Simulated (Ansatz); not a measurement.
The cell is COD entry 9008506, as deposited and not checked against the literature; nothing was relaxed. The listed cell was then made from it by scaling, straining or moving an atom.

An input for Mg: DFT, LDA, all-electron LAPW, scalar-relativistic (Ansatz 0.2.0).

Command: `ansatz run input.yaml --threads 1 --pin off --max-ram 3072MiB --backend cpu --events-out ev --progress --plain --runs-dir out` The run took 3.4 s on 1 thread of Intel(R) Xeon(R) 6975P-C (Granite Rapids) (shared host), peak memory 0.28 GiB.

```yaml
crystal:
  lattice:
    - [3.1437578123, 0.0, 0.0]
    - [-1.5718789061, 2.7225741288, 0.0]
    - [0.0, 0.0, 5.1039668898]
  atoms:
    - { symbol: Mg, position: [0.3333333333, 0.6666666667, 0.25] }
    - { symbol: Mg, position: [0.6666666667, 0.3333333333, 0.75] }
kpoints:
  mp_grid: { grid: [12, 12, 7] }
  band_path:
    path:
      - [0.0, 0.0, 0.0]
      - [0.5, 0.0, 0.0]
      - [0.3333333333, 0.3333333333, 0.0]
      - [0.0, 0.0, 0.0]
      - [0.0, 0.0, 0.5]
      - [0.5, 0.0, 0.5]
      - [0.3333333333, 0.3333333333, 0.5]
      - [0.0, 0.0, 0.5]
      - [0.5, 0.0, 0.5]
    npoints: 5
scf:
  occupations: { method: fermi_dirac, width: 0.05 }
hamiltonian:
  xc: lda
  pseudopotentials: { kind: all_electron, lapw: { basis_error: 0.001 } }
output:
  forces: true
  stress: true
  eigenvalues: true
```

Set-up and iterations as logged by Ansatz (the results part is left out, to be predicted):

```
LAPW: plane waves up to 5.411 Å⁻¹, error target 1.0e-3 eV per atom; small_component_spin mean_spin; Mg in spheres of 1.566 Å, 10 of its electrons in bands, Dirac shells []
Engine: ansatz 0.2.0
Pseudopotentials: kind: all_electron
Pseudopotential: Mg, LAPW, valence charge 10, Koelling and Harmon's equation, gaussian nucleus
Functional definition: SPW92
  exchange = slater_x
  correlation = pw_c
Crystal: 2 atoms, lattice volume = 43.685 Å³
Basis set: ecut = 111.56888085411362 eV, 111 PW (Γ), exchange–correlation at level 2
Bands: 14, of which v1, the nominal top of the filled ones, is band 10 counted from 1 (9 counted from 0)
Symmetry: 24 space group operations
Space group: P63/mmc (ITA 194), of the structure as read, at distance tolerance 3.5e-5 Å
k-points: 76 of 1008
Non-local potential: Mg, projectors of the file, none
Initial density: superposition of atomic densities (chi_scale 0.1, normalization cell)
Initial wavefunctions: plane waves of lowest kinetic energy (no species holds an atomic orbital)
Functional: x = slater, c = lda
iter 1 solved again at ethr=1.00e-4 eV; its pass at ethr=1.00e-1 eV (dr2=2.00e-2 eV) is discarded
SCF iter   1: F=—  HF=-10858.508936 eV  |F-HF|=—  |Δ(HF+E_count)|=         —  Δρ=7.58e-3  dr2=2.01e-2  ethr=1.00e-4  ⟨swp⟩=3.2  Hψ=8079  notcnv=0
SCF iter   2: F=—  HF=-10858.491632 eV  |F-HF|=—  |Δ(HF+E_count)|=   1.73e-2  Δρ=3.71e-3  dr2=4.81e-3  ethr=1.00e-4  ⟨swp⟩=2.0  Hψ=2991  notcnv=0
iter 3 solved again at ethr=2.88e-8 eV; its pass at ethr=2.41e-5 eV (dr2=5.77e-6 eV) is discarded
SCF iter   3: F=—  HF=-10858.487995 eV  |F-HF|=—  |Δ(HF+E_count)|=   3.64e-3  Δρ=1.31e-4  dr2=5.75e-6  ethr=2.88e-8  ⟨swp⟩=2.5  Hψ=5216  notcnv=0
SCF iter   4: F=—  HF=-10858.487889 eV  |F-HF|=—  |Δ(HF+E_count)|=   1.06e-4  Δρ=2.48e-5  dr2=2.65e-7  ethr=2.88e-8  ⟨swp⟩=2.0  Hψ=2991  notcnv=0
SCF iter   5: F=-10858.487889 eV  HF=-10858.487889 eV  |F-HF|=2.13e-9  |Δ(HF+E_count)|=   3.07e-7  Δρ=2.11e-6  dr2=1.41e-9  ethr=1.33e-9  ⟨swp⟩=2.1  Hψ=2995  notcnv=0
```

Question: What pressure will this run report?

Answer: -0.42 GPa (positive in compression).

Question: Is there a band gap?

Answer: none: bands cross the Fermi level, a metal.
